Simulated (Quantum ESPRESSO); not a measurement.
## Convergence of NMR parameters in BaTe

```
BaTe
1.0
    0.00000     3.54492     3.54492
    3.54492     0.00000     3.54492
    3.54492     3.54492     0.00000
Ba Te
1 1
Direct
  0.00000   0.00000   0.00000
  0.50000   0.50000   0.50000
```
The cell comes from the Materials Project (a computed structure). It is BaTe in Fm-3m; whether this form has been observed was not checked. Stability against distortions was not tested.

Method: σ by GIPAW with PBE in a modified build of Quantum ESPRESSO, on JTH PAW datasets. The cutoff rises from row to row, with the meshes as listed. Shieldings are absolute and leave out the bulk-susceptibility term; a larger σ means a smaller chemical shift. No spin–orbit coupling; Ba is the heaviest element present. The datasets of Te hold no d projectors, which limits absolute σ on these atoms. The structure is static (0 K, no zero-point motion).

| setting | cutoff (Ha) | k-mesh |
|---|---|---|
| A | 8 | 3×3×3 through Γ |
| B | 10 | 4×4×4 shifted |
| C | 20 | 6×6×6 shifted |
| D | 30 | 9×9×9 shifted |

Problem. From which setting on does σ_iso Te (ppm) stay within 5 of the tightest run?

Solution. From C on. Differences from the tightest run: A 462.3, B -11.3, C 2.4.

| setting | cutoff (Ha) | k-mesh | σ_iso Ba (ppm) | σ_iso Te (ppm) | f-sum rule missed by (%) |
|---|---|---|---|---|---|
| A | 8 | 3×3×3 through Γ | 4275.6 | 2881.2 | 3.0 |
| B | 10 | 4×4×4 shifted | 4412.6 | 2407.6 | 0.18 |
| C | 20 | 6×6×6 shifted | 4427.4 | 2421.3 | 0.01 |
| D | 30 | 9×9×9 shifted | 4427.5 | 2418.9 | 0.00 |
